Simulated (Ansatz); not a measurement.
Relaxed-ion elastic tensor of HfO2 in space group P2_1/c (No. 14; Hf on 4e, O on 4e, O on 4e) in GPa (Voigt order), PBEsol (plane waves, PAW; program Ansatz); density 10.19 g/cm³, 11.43 Å³ per atom.

|  | 1 | 2 | 3 | 4 | 5 | 6 |
|---|---|---|---|---|---|---|
| 1 | 325 | 173 | 95.1 | 0.0 | 48.0 | 0.0 |
| 2 | 173 | 422 | 160 | 0.0 | -8.4 | 0.0 |
| 3 | 95.1 | 160 | 270 | 0.0 | 13.0 | 0.0 |
| 4 | 0.0 | 0.0 | 0.0 | 94.0 | 0.0 | -9.9 |
| 5 | 48.0 | -8.4 | 13.0 | 0.0 | 95.7 | 0.0 |
| 6 | 0.0 | 0.0 | 0.0 | -9.9 | 0.0 | 140 |

**Question.** Is the crystal mechanically stable?

**Answer.** Yes: the smallest eigenvalue of C is 77.4 GPa.

**Question.** Work out the Voigt, Reuss and Hill averages.

**Answer.** K_V = 208, K_R = 185, K_H = 196; G_V = 105, G_R = 95.7, G_H = 101 GPa.

**Question.** Give Young's modulus, Poisson's ratio, Pugh's ratio and the universal anisotropy index.

**Answer.** E = 9KG/(3K + G) = 258 GPa; ν = 0.28; K/G = 1.95 (ductile by the Pugh limit of 1.75); A_U = 5G_V/G_R + K_V/K_R − 6 = 0.63.

**Question.** Estimate the sound speeds and the Debye temperature.

**Answer.** v_l = √((K + 4G/3)/ρ) = 5690 m/s, v_t = √(G/ρ) = 3140 m/s, mean 3500 m/s; Θ = (h/k)(3n/4πV)^(1/3) v_m = 463 K.

**Question.** Solve the Christoffel equation for the three sound speeds along x, y, z.

**Answer.** Eigenvalues of C_ijkl n_j n_l equal ρv². In km/s, slowest first: x 2.91, 3.71, 5.73; y 3.00, 3.74, 6.43; z 3.04, 3.05, 5.15.

**Question.** How much does each axis shrink under pressure?

**Answer.** Linear compressibilities β_i = Σ_j S_ij (j = 1 to 3): x 2.3, y 0.35, z 2.8 per TPa.

The PBEsol relaxation kept the symmetry of its start. No spin polarisation was allowed. Scalar-relativistic: spin–orbit coupling is off unless named, which matters more the heavier the elements.

Potentials: the earlier of the program's two PAW sets. The files were generated under PBE; for other functionals the program regenerates the frozen cores, and for LDA and PBEsol the local potential too.
